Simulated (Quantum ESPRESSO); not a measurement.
## Band energies of LuP

```xyz
2
Lattice="0.0000 2.7619 2.7619 2.7619 0.0000 2.7619 2.7619 2.7619 0.0000" Properties=species:S:1:pos:R:3 pbc="T T T"
P      2.7619     2.7619     2.7619
Lu     0.0000     0.0000     0.0000
```

norm-conserving PBEsol (Quantum ESPRESSO, 100 Ry, no spin-orbit coupling); path ΓXWKΓLUWLK,UX; energies in eV from the Fermi level.

| k (1/Å) | point | band 11 | band 12 | band 13 | band 14 | band 15 | band 16 | band 17 | band 18 |
|---|---|---|---|---|---|---|---|---|---|
| 0.00 | Γ | -4.28 | -4.28 | 0.62 | 0.62 | 0.62 | 1.58 | 1.58 | 1.58 |
| 0.57 |  | -4.30 | -4.30 | -2.96 | -0.59 | -0.59 | 0.29 | 3.02 | 4.20 |
| 1.14 | X | -4.30 | -4.29 | -3.13 | -0.75 | -0.75 | -0.59 | 3.22 | 3.72 |
| 1.25 |  | -4.30 | -4.30 | -3.12 | -1.24 | -1.00 | -0.02 | 3.36 | 3.94 |
| 1.71 | W | -4.30 | -4.27 | -2.67 | -2.67 | -2.61 | 3.21 | 3.21 | 3.57 |
| 1.84 |  | -4.30 | -4.28 | -2.88 | -2.82 | -2.16 | 2.39 | 3.80 | 3.93 |
| 2.11 | K | -4.29 | -4.28 | -3.10 | -2.94 | -1.48 | 1.38 | 4.54 | 4.98 |
| 2.51 |  | -4.31 | -4.29 | -3.81 | -2.20 | -1.91 | 3.40 | 4.01 | 4.09 |
| 3.01 |  | -4.29 | -4.29 | -1.19 | -0.56 | -0.35 | 1.86 | 2.35 | 2.42 |
| 3.31 | Γ | -4.28 | -4.28 | 0.62 | 0.62 | 0.62 | 1.58 | 1.58 | 1.58 |
| 3.61 |  | -4.29 | -4.28 | -1.16 | -0.44 | -0.44 | 2.07 | 2.07 | 2.10 |
| 4.10 |  | -4.30 | -4.28 | -4.14 | -1.96 | -1.96 | 3.27 | 4.14 | 4.14 |
| 4.30 | L | -4.29 | -4.28 | -4.26 | -2.11 | -2.11 | 4.00 | 4.72 | 4.72 |
| 4.70 |  | -4.29 | -4.27 | -4.17 | -2.47 | -1.86 | 2.76 | 4.29 | 4.63 |
| 5.00 | U | -4.29 | -4.28 | -3.10 | -2.94 | -1.48 | 1.38 | 4.54 | 4.98 |
| 5.20 |  | -4.30 | -4.28 | -2.97 | -2.87 | -1.92 | 2.00 | 4.01 | 4.27 |
| 5.40 | W | -4.30 | -4.27 | -2.67 | -2.67 | -2.61 | 3.21 | 3.21 | 3.57 |
| 5.80 |  | -4.29 | -4.27 | -4.16 | -2.42 | -1.94 | 3.32 | 3.40 | 4.97 |
| 6.20 | L | -4.29 | -4.28 | -4.26 | -2.11 | -2.11 | 4.00 | 4.72 | 4.72 |
| 6.29 |  | -4.29 | -4.28 | -4.26 | -2.13 | -2.10 | 3.91 | 4.66 | 4.71 |
| 6.81 |  | -4.29 | -4.28 | -3.44 | -2.81 | -1.60 | 1.72 | 4.59 | 4.83 |
| 6.90 | K | -4.29 | -4.28 | -3.10 | -2.94 | -1.48 | 1.38 | 4.54 | 4.98 |
| 6.90 | U | -4.29 | -4.28 | -3.10 | -2.94 | -1.48 | 1.38 | 4.54 | 4.98 |
| 7.30 | X | -4.30 | -4.29 | -3.13 | -0.75 | -0.75 | -0.59 | 3.22 | 3.72 |

A metal at this level: along this path bands 13, 14, 15, 16 cross the Fermi level.

The 4f states are in the valence at their DFT position.

Geometry of the Materials Project entry, not relaxed at this level.

The structure is a Materials Project entry; no match was found in the copy of COD used, and its stability was not checked.
